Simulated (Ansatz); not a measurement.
Si3Ge:
Space group P-4m2 (No. 115); a = 3.8862 Å, b = 3.8862 Å, c = 5.4887 Å, α = 90.00°, β = 90.00°, γ = 90.00°

| atom | site | symmetry | x | y | z |
|---|---|---|---|---|---|
| Si | 2g | 2mm. | 0.0000 | 0.5000 | 0.2451 |
| Si | 1a | -4m2 | 0.0000 | 0.0000 | 0.0000 |
| Ge | 1c | -4m2 | 0.5000 | 0.5000 | 0.5000 |

Relaxed with r²SCAN.

**Question.** Tabulate the valence density and the electron localisation function along the shortest Si–Ge contact (2.39 Å), the program Ansatz at the r²SCAN level (PAW).

**Answer.** 

```tsv
distance from Si (Å)	density (e/Å³)	ELF
0.24	0.09	0.34
0.36	0.18	0.31
0.48	0.30	0.47
0.60	0.42	0.71
0.72	0.50	0.86
0.84	0.55	0.92
0.96	0.56	0.93
1.08	0.55	0.92
1.20	0.56	0.88
1.32	0.58	0.78
1.44	0.63	0.63
1.56	0.77	0.49
1.68	1.15	0.36
1.80	2.19	0.22
1.92	5.35	0.09
2.04	13.57	0.03
2.15	29.30	0.01
```

The density is the valence pseudo-density with augmentation charge, so density and ELF within about 1 Å of a nucleus are not all-electron values.

The start of the workflow was typed in or built on a structure type; neither database checked (COD, Materials Project) lists it. Whether it is the stable phase at ambient conditions was not checked. The r²SCAN relaxation kept the symmetry of its start; whether a distortion lowers the energy is not shown.

Potentials: the later of the program's two PAW sets.
